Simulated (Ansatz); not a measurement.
MgCoGe in space group P4/nmm (No. 129; Mg on 2c, Co on 2a, Ge on 2c), DFT-PBE in the program Ansatz with PAW potentials, all energies at zero smearing, with the estimated change up to a 700 eV cutoff added, with one set of potentials and settings (totals compare only within such a set). Cell of 6 atoms (2 Mg, 2 Co, 2 Ge): -22691.608 eV.

```csv
element,reference phase,E (eV/atom)
Mg,"P6_3/mmc, 2 atoms in the cell",-1923.8027
Co,"P6_3/mmc, 2 atoms in the cell, spin-polarised",-5126.1613
Ge,"Fd-3m, 2 atoms in the cell",-4294.9907
```

Formation energy per atom, worked out: (-22691.608 − 2×(-1923.8027) − 2×(-5126.1613) − 2×(-4294.9907))/6 = -0.283 eV/atom (-27 kJ per mol of atoms), at 0 K, without zero-point energy or fitted corrections.

The first step of the workflow began from a Materials Project structure, measured or hypothetical; the Crystallography Open Database copy checked does not list it. Whether it is the stable phase at ambient conditions was not checked. The PBE relaxation kept the symmetry of its start; whether a distortion lowers the energy is not shown. No spin polarisation was allowed. The references are the lowest solids computed at this level, not always the standard phases.

Potentials: the earlier of the program's two PAW sets.
